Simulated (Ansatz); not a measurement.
TlPd₃: relaxed-ion elastic tensor

These are results of DFT LDA, scalar-relativistic, plane waves, PAW (Ansatz), not measurements. Cutoff 420 eV, 14×14×14 k-points (Γ-centred), Fermi-Dirac smearing of 0.15 eV. No spin polarisation.

The cell, relaxed at this level:
```
CELL_PARAMETERS angstrom
-2.03839 2.03839 3.76547
2.03839 -2.03839 3.76547
2.03839 2.03839 -3.76547
ATOMIC_POSITIONS crystal
Tl 0.00000 0.00000 0.00000
Pd 0.75000 0.25000 0.50000
Pd 0.25000 0.75000 0.50000
Pd 0.50000 0.50000 0.00000
```

In a metal, frequencies and elastic constants depend on the k mesh and the smearing, soft modes and shear constants most. Spin–orbit coupling is left out, which can shift energies with elements as heavy as these.

(1) Give the relaxed-ion elastic constants (GPa, Voigt order xx yy zz yz xz xy, on the axes of the cell above).

(2) Is the crystal stable against homogeneous strain?

(3) And the moduli of a polycrystal (Hill averages)?

## Answers

(1)
```
233.1 144.4 170.3   0.0   0.0   0.0
144.4 233.1 170.3   0.0   0.0   0.0
170.3 170.3 215.2   0.0   0.0   0.0
  0.0   0.0   0.0  79.7   0.0   0.0
  0.0   0.0   0.0   0.0  79.7   0.0
  0.0   0.0   0.0   0.0   0.0  55.4
```

(2) Yes: the least eigenvalue of the tensor is 42.1 GPa.

(3) B = 183 GPa, G = 50 GPa, E = 138 GPa, ν = 0.37.

Cost: 1 run of about 24 core-minutes, on Arm Neoverse V1 (shared hosts).